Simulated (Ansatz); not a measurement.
An Ansatz input:

```yaml
crystal:
  lattice:
    - [5.4497399269, 0.0, 0.0]
    - [-2.7248699635, 4.7196132207, 0.0]
    - [0.0, 0.0, 3.3711197449]
  atoms:
    - { symbol: In, position: [1.0, 1.0, 0.0] }
    - { symbol: In, position: [0.3333333333, 0.6666666667, 0.5] }
    - { symbol: In, position: [0.6666666667, 0.3333333333, 0.5] }
hamiltonian:
  xc: r2scan
  pseudopotentials:
    kind: paw
    azcp:
      In: "pseudopotentials/In.paw.azcp"
basis:
  ecutwfc: 500
  fft_grid_basis: typed
kpoints:
  mp_grid: { grid: [8, 8, 11], shift: [0, 0, 0] }
magnetization:
  spin_polarized: false
scf:
  occupations: { method: fermi_dirac, width: 0.1 }
  lower_state_search: "off"
output:
  stress: true
```

Terminal output

```
Engine: ansatz 0.2.0, x86_64-unknown-linux-gnu
Pseudopotentials: kind: paw
Pseudopotential: In, paw, valence charge 13, recommended cutoff 500 eV (meta_gga) 
Functional definition: r2SCAN
  parameter k0 = 0.174
  parameter k1 = 0.065
  parameter a1 = 4.9479
  exchange = r2scan_x(k0 = k0, k1 = k1, a1 = a1)
  correlation = r2scan_c
Crystal: 3 atoms, lattice volume = 86.707 Å³
Basis set: ecut = 500 eV, 2161 PW (Γ), exchange–correlation on 160×160×100 points (64 copies of the dense FFT grid, shifted against one another)
Bands: 24, of which v1, the nominal top of the filled ones, is band 20 counted from 1 (19 counted from 0)
Symmetry: 24 space group operations
Space group: P6/mmm (ITA 191), of the structure as read, at distance tolerance 4.4e-5 Å
k-points: 60 of 704
Non-local potential: In, projectors of the file, l = 0: 2, l = 1: 2, l = 2: 2, l = 3: 2
PAW form: soft (Blöchl's): semilocal exchange-correlation on the pseudo side does not see the compensation charge
PAW frozen core: In, regenerated for the run's functional (the file was generated under x = pbe(κ = 0.804, μ = 0.2195149727645171), c = pbe(β = 0.06672455060314922))
PAW one-centre angular grid: In, 590 points (default); XC on 289 of its mesh's 2783 points in the sphere
Initial density: superposition of atomic densities (neutral atoms: chi_scale 0, normalization atom), corrected by the library's trained network
Initial wavefunctions: pseudopotential atomic-orbital guess
Functional: x = r2scan, c = r2scan; τ floored in thin density (d = 2e-4 eV/Å³)
SCF iter   1: F=-16835.311613 eV  HF=-16835.318072 eV  |F-HF|=6.46e-3  |Δ(HF+E_count)|=         —  Δρ=7.53e-3  dr2=2.81e-2  dr2_τ=2.74e-3  ethr=1.77e-3  ⟨swp⟩=5.7  Hψ=6915  notcnv=0
SCF iter   2: F=-16835.320447 eV  HF=-16835.322002 eV  |F-HF|=1.55e-3  |Δ(HF+E_count)|=   3.93e-3  Δρ=3.01e-3  dr2=4.54e-3  dr2_τ=2.57e-4  ethr=7.22e-5  ⟨swp⟩=2.0  Hψ=3560  notcnv=0  defer=2
SCF iter   3: F=-16835.321638 eV  HF=-16835.321620 eV  |F-HF|=1.87e-5  |Δ(HF+E_count)|=   3.82e-4  Δρ=6.00e-4  dr2=2.49e-4  dr2_τ=5.56e-6  ethr=1.16e-5  ⟨swp⟩=2.1  Hψ=2817  notcnv=0  defer=2
SCF iter   4: F=-16835.321685 eV  HF=-16835.321680 eV  |F-HF|=4.71e-6  |Δ(HF+E_count)|=   6.03e-5  Δρ=1.75e-4  dr2=3.07e-5  dr2_τ=4.77e-7  ethr=6.38e-7  ⟨swp⟩=2.0  Hψ=2862  notcnv=0  defer=2
SCF iter   5: F=-16835.321690 eV  HF=-16835.321690 eV  |F-HF|=1.79e-7  |Δ(HF+E_count)|=   1.04e-5  Δρ=6.43e-5  dr2=3.43e-6  dr2_τ=9.98e-8  ethr=7.87e-8  ⟨swp⟩=2.0  Hψ=2617  notcnv=0  defer=2
SCF iter   6: F=-16835.321691 eV  HF=-16835.321691 eV  |F-HF|=9.89e-8  |Δ(HF+E_count)|=   8.57e-7  Δρ=1.13e-5  dr2=1.22e-7  dr2_τ=3.29e-9  ethr=8.78e-9  ⟨swp⟩=2.0  Hψ=2626  notcnv=0  defer=2
SCF iter   7: F=-16835.321691 eV  HF=-16835.321691 eV  |F-HF|=1.93e-8  |Δ(HF+E_count)|=   1.16e-7  Δρ=4.89e-6  dr2=2.52e-8  dr2_τ=2.23e-10  ethr=2.56e-10  ⟨swp⟩=4.5  Hψ=4545  notcnv=0
SCF 1 converged in 7 iterations: F = -16835.321691 eV  dr2 = 2.52e-8
SCF converged after 7 iterations
Free energy (F): -16835.321691 eV
Harris-Foulkes:  -16835.321691 eV  (|F-HF|=1.93e-8)
Internal energy: -16835.258423 eV  (E = F + TS)
E sigma→0 (E₀):  -16835.290057 eV
Entropy (-TS):   -0.063268 eV (-21.089 meV/atom)
Fermi energy:    8.933187 eV
--- Per-component energies (eV) ---
  E_band       = -141.238980
  E_kinetic    = 720.782176
  E_local      = -3424.034855  (includes V_loc(G=0)·N_el)
  E_nonlocal   = 1099.325254
  E_hartree    = 1341.762087
  E_xc         = -603.351441
  E_vxc        = -321.149053  (∫ρ·V_xc dr)
  E_paw        = -12543.329469  (= ΣΔE_a)
  E_vpaw       = -922.628758  (= ΣTr[D̂ρ^β])
  E_aug_tail   = 0.000023  (compensation charges beyond the density's cutoff)
  E_vtau       = 22.940725  (kinetic-family band-sum trace: ∫τ·v_τ [+ j·A + Jᵃ·Aᵃ] dr)
  E_ewald      = -3429.308835
  E_core_change = 2.896638  (= ΣΔE_core)
  E_smearing   = -0.063268  (= −TS)
  E_closure    = -0.000000  (closes the sum)
  Σ components = -16835.321691   (vs F -16835.321691, Δ=0.00e0)
--- Stress (GPa, compression-positive) ---
       -2.448370       0.000000      -0.000000
       -0.000000      -2.448370       0.000000
       -0.000000       0.000000      -2.412722
  P = ⅓ Tr σ = -2.4365 GPa (-24.365 kbar)
```

Launched by

```sh
ansatz run input.yaml --threads 1 --pin off --max-ram 3584MiB --backend cpu --events-out ev --progress --plain --runs-dir out
```

On 1 thread of Intel(R) Xeon(R) Platinum 8259CL CPU @ 2.50GHz (Skylake/Cascade Lake) (shared host) this took about 22 s of wall time and 22 s of CPU time.
